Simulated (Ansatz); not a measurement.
Ga2BAs3 as one 6-atom ordering (Imm2) on the zincblende lattice at its r2SCAN geometry, run in the PAW code Ansatz at 2 levels of theory. No spin polarisation and no zero-point or thermal motion; the cell was built from a prototype and may be hypothetical.

The HSE06 input:
```yaml
crystal:
  lattice:
    - [-1.8864242196, 5.6835802481, 2.7152851594]
    - [1.8864242196, -5.6835802481, 2.7152851594]
    - [1.8864242196, 5.6835802481, -2.7152851594]
  atoms:
    - { symbol: B, position: [0.0067199799, 0.0067199799, 0.0] }
    - { symbol: As, position: [0.7952418571, 0.2952418571, 0.5] }
    - { symbol: Ga, position: [0.6625314165, -7.8815e-05, 0.6626102315] }
    - { symbol: As, position: [0.3749120847, 0.2240978965, 0.1508141882] }
    - { symbol: Ga, position: [0.3373109535, -7.8815e-05, 0.3373897685] }
    - { symbol: As, position: [0.0732837083, 0.2240978965, 0.8491858118] }
kpoints:
  mp_grid: { grid: [6, 6, 6] }
  band_path:
    path:
      - [0.0, 0.0, 0.0]
      - [0.5, -0.5, 0.5]
      - [0.2775406853, -0.2775406853, 0.7224593147]
      - [-0.2775406853, 0.2775406853, 0.2775406853]
      - [0.3070593616, 0.3070593616, -0.3070593616]
      - [0.6929406384, -0.3070593616, 0.3070593616]
      - [0.0, 0.5, 0.0]
      - [0.25, 0.25, 0.25]
      - [0.5, 0.0, 0.0]
      - [0.356771, 0.356771, -0.356771]
    npoints: 1
hamiltonian:
  xc: hse06
scf:
  occupations: { method: fixed }
  n_extra_bands: 5
output:
  forces: true
  stress: true
  eigenvalues: true
```

Main results, then, where recorded, the levels near the gap in eV from the Fermi energy (columns number the bands from 0), one row a point of the path (Γ, X, F₀, Σ₀, Λ₀, G₀, R, W, S, G₀–X (0.26)):
```
Crystal: 6 atoms, lattice volume = 116.449 Å³
Symmetry: 4 space group operations
Space group: Imm2 (ITA 44)
```
```
Basis set: ecut = 420 eV, 2245 PW (Γ), FFT grids on a1+a2, a2+a3, a3
k-points: 46 of 216 (time reversal used)
SCF 1 stopped early in 5 iterations: F = -22291.128125 eV  dr2 = 2.21e-6
Exchange kernel: α = 0.2500, screened, ω = 0.2079 Å⁻¹, Wigner–Seitz truncation, v(0) = 1046.8131 eV·Å³, q-mesh 6×6×6
SCF 2 stopped early in 8 iterations: F = -22295.976475 eV  dr2 = 3.34e-6
hybrid outer 1: dexx = +2.887e-2 eV, tail = 1.86e-4 eV
SCF 3 converged in 6 iterations: F = -22295.976926 eV  dr2 = 4.36e-10
hybrid outer 2: dexx = +3.414e-6 eV, tail = 9.08e-8 eV, Δε = 2.99e-3 eV, ΔF = 6.77e-3 eV/Å
SCF 4 converged in 2 iterations: F = -22295.976926 eV  dr2 = 5.20e-10
hybrid outer 3: dexx = +1.739e-9 eV, tail = 1.67e-9 eV, Δε = 8.21e-5 eV, ΔF = 3.97e-5 eV/Å
Free energy (F): -22295.976926 eV
Fermi energy:    9.004542 eV
--- Forces (eV/Å), atoms counted from 1 ---
  atom   1  B       0.00000      0.00000    -0.04807
  atom   2  As      0.00000      0.00000      0.16156
  atom   3  Ga      0.00000      0.00521      0.00935
  atom   4  As      0.00000    -0.09326    -0.06610
  atom   5  Ga      0.00000    -0.00521      0.00935
  atom   6  As      0.00000      0.09326    -0.06610
--- Stress (GPa, compression-positive) ---
        0.102478       0.000000       0.000000
        0.000000       0.214442       0.000000
        0.000000       0.000000       0.208037
  P = ⅓ Tr σ = 0.1750 GPa (1.750 kbar)
```
```tsv
band_33	band_34	band_35	band_36	band_37	band_38	band_39
-2.002	-0.480	-0.392	0.000	1.586	2.286	3.296
-2.830	-2.546	-0.979	-0.440	1.264	1.856	3.355
-3.887	-3.414	-3.005	-2.053	1.739	1.981	2.546
-3.887	-3.414	-3.005	-2.053	1.739	1.981	2.546
-1.948	-1.472	-1.322	-0.951	1.274	2.271	2.364
-1.948	-1.472	-1.322	-0.951	1.274	2.271	2.364
-3.565	-3.348	-1.758	-1.645	1.598	3.985	4.191
-3.412	-3.298	-2.199	-2.122	2.588	3.124	4.548
-2.612	-1.590	-1.550	-1.171	1.456	2.636	3.503
-1.757	-1.524	-1.324	-0.734	1.206	2.068	2.526
```

The HSE06 gap is indirect, 1.21 eV (Γ to G₀–X (0.26 of the way from G₀)), below the direct gap of 1.59 eV at Γ.

PBE0. Against the first input these blocks differ (the band path and keys that only write files left aside):
```yaml
hamiltonian:
  xc: pbe0
```

```
Basis set: ecut = 420 eV, 2245 PW (Γ), FFT grids on a1+a2, a2, a2+a3
k-points: 46 of 216 (time reversal used)
SCF 1 stopped early in 5 iterations: F = -22291.127711 eV  dr2 = 2.30e-6
SCF 2 stopped early in 8 iterations: F = -22295.987011 eV  dr2 = 4.52e-6
hybrid outer 1: dexx = +4.021e-2 eV, tail = 2.33e-4 eV
SCF 3 converged in 6 iterations: F = -22295.987635 eV  dr2 = 1.21e-9
hybrid outer 2: dexx = +8.532e-6 eV, tail = 1.67e-7 eV, Δε = 4.55e-3 eV, ΔF = 1.19e-2 eV/Å
SCF 4 converged in 2 iterations: F = -22295.987636 eV  dr2 = 1.18e-9
hybrid outer 3: dexx = +2.553e-9 eV, tail = 3.25e-9 eV, Δε = 9.41e-5 eV, ΔF = 4.54e-5 eV/Å
Free energy (F): -22295.987636 eV
Fermi energy:    8.687730 eV
--- Forces (eV/Å), atoms counted from 1 ---
  atom   1  B       0.00000      0.00000    -0.05193
  atom   2  As      0.00000      0.00000      0.14746
  atom   3  Ga      0.00000      0.00528      0.00734
  atom   4  As      0.00000    -0.08145    -0.05511
  atom   5  Ga      0.00000    -0.00528      0.00734
  atom   6  As      0.00000      0.08145    -0.05511
--- Stress (GPa, compression-positive) ---
       -0.101422       0.000000       0.000000
        0.000000       0.028341       0.000000
        0.000000       0.000000       0.006229
  P = ⅓ Tr σ = -0.0223 GPa (-0.223 kbar)
```
```tsv
band_33	band_34	band_35	band_36	band_37	band_38	band_39
-2.050	-0.477	-0.383	0.000	2.219	2.913	3.945
-2.881	-2.599	-0.999	-0.459	1.909	2.508	4.009
-3.949	-3.473	-3.052	-2.088	2.378	2.630	3.200
-3.949	-3.473	-3.052	-2.088	2.378	2.630	3.200
-1.978	-1.507	-1.337	-0.977	1.913	2.894	3.001
-1.978	-1.507	-1.337	-0.977	1.913	2.894	3.001
-3.632	-3.410	-1.782	-1.669	2.217	4.664	4.870
-3.476	-3.362	-2.236	-2.156	3.233	3.783	5.221
-2.662	-1.614	-1.590	-1.201	2.090	3.286	4.156
-1.783	-1.545	-1.353	-0.756	1.844	2.703	3.155
```

The PBE0 gap is indirect, 1.84 eV (Γ to G₀–X (0.26 of the way from G₀)), below the direct gap of 2.22 eV at Γ. The mean stress, 0.0 GPa, is small, and the program warns that its thresholds are loose for a hybrid's stress.

Totals of different functionals can't be compared.

The runs are scalar-relativistic, without spin-orbit coupling.
